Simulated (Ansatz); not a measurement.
Consider the following.

ScPd (CsCl type, space group No. 221), a = b = c = 3.295 Å, α = β = γ = 90.00°.

This is the r²SCAN-relaxed structure.

**Question.** All from r²SCAN in the plane-wave PAW code Ansatz, unless another level is named. Predict the density of states at the Fermi level.

**Answer.** 0.62 states/eV per atom (mean over ±0.08 eV).

**Question.** Next, the formation energy from the elements (no fitted shifts)?

**Answer.** -0.93 eV/atom.

Space group Pm-3m (CsCl type). The first step of the workflow began from a Materials Project structure, measured or hypothetical; the Crystallography Open Database files this formula in space group No. 221, but the cells were not matched. Whether it is the stable phase at ambient conditions was not checked. The cell was relaxed with r²SCAN under the symmetry of its start; its stability against distortions is not shown here. The run is not spin-polarised. The references are the lowest solids computed at this level, not always the standard phases. Scalar-relativistic: spin–orbit coupling is off unless named, which matters more the heavier the elements.

Potentials: the later of the program's two PAW sets.
